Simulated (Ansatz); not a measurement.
# Relaxing PtSb in the rocksalt structure

Computed with Ansatz (plane waves, PAW, 420 eV cutoff): PBEsol, scalar-relativistic, no spin polarisation, Γ-centred 10×10×10 mesh, 0.05 eV Gaussian smearing; PAW files: Ansatz's generated set soft_2.

The start was a prototype's sites filled with these elements. The Crystallography Open Database lists the compound in space group P63/mmc, so this is a trial structure.

Starting cell:

```yaml
crystal:
  lattice:
    - [0.00000, 2.71848, 2.71848]
    - [2.71848, 0.00000, 2.71848]
    - [2.71848, 2.71848, 0.00000]
  atoms:
    - { symbol: Pt, position: [0.50000, 0.50000, 0.50000] }
    - { symbol: Sb, position: [0.00000, 0.00000, 0.00000] }
```

The runs in order:

```
run   level    k-mesh        kind  V (Å³/atom)  P (GPa)  E − E(final) (meV/atom)  gap on the mesh (eV)
  1  PBEsol  10×10×10  fixed cell        20.09      3.0                      3.7                 metal
  2  PBEsol  10×10×10  fixed cell        20.49      0.1                      0.0                 metal
```

Cell and atoms are those of this level's equilibrium.

The final structure (symmetry read at 0.01 Å). It takes space group Fm-3m (No. 225, cubic). The conventional cell has a = 5.473 Å, b = 5.473 Å, c = 5.473 Å, α = 90.00°, β = 90.00°, γ = 90.00°. Around Pt (site symmetry m-3m) lie 6 Sb at 2.74 Å. Around Sb (site symmetry m-3m) lie 6 Pt at 2.74 Å. (Shells end 15 % past the nearest neighbour.)

At the final geometry the gap, band path included, is zero (metallic). The equation of state gives B0 = 140 GPa and B0′ = 5.2. Against the elements' standard states, run alike and uncorrected, the formation energy is -0.27 eV/atom. 

**Why it comes out so.**

With 33 valence electrons in the calculation's cell and no magnetic order, the bands, two electrons each, can't all be full or empty: band theory demands a metal. (Only strong correlation, outside this picture, could make a Mott insulator of it.)

Scalar-relativistic only: spin–orbit splittings of the heavy atoms' levels are missing. Spin polarisation wasn't tried.
